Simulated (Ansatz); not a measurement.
As:
```
As
1.0
    1.93329     1.11619     1.57007
   -1.93329     1.11619     1.57007
    0.00000    -2.23238     1.57007
As
1
Direct
  0.00000   0.00000   0.00000
```

Relaxed with PBE. Special points in fractions of this cell's reciprocal vectors: Γ (0.000, 0.000, 0.000); L (0.500, 0.000, 0.000); T (0.500, -0.500, 0.500); P0 (0.496, -0.504, 0.496); P2 (0.496, 0.496, 0.496); F (0.500, -0.500, 0.000).

Question: List the band energies nearest the Fermi level at these points for plane-wave PAW PBE (Ansatz code).

Answer: In eV from the Fermi level; about four levels below and three above (degenerate sets whole), none deeper than 8.9 eV; … stands for higher levels left out; points with the same levels are listed once.

```json
[
 {"k": "Γ", "below": "–", "above": "3.98 4.01 4.01"},
 {"k": "L", "below": "-6.75", "above": "6.18 6.20 11.23"},
 {"k": "T", "below": "-5.19 -1.84 -1.84 -1.77", "above": "…"},
 {"k": "F", "below": "-8.62 -4.19 -4.14", "above": "2.61 8.25 …"}
]
```

Space group R-3m (simple rhombohedral). A made-up cell: these elements were put on the sites of a structure type. Its sites differ from those of the usual phase in this space group: another stacking or structure type. The PBE relaxation kept the symmetry of its start; whether a distortion lowers the energy is not shown. The volume moved by -26 % from the start of the relaxation. Scalar-relativistic: spin–orbit coupling is off unless named, which matters more the heavier the elements.

Potentials: the later of the program's two PAW sets.
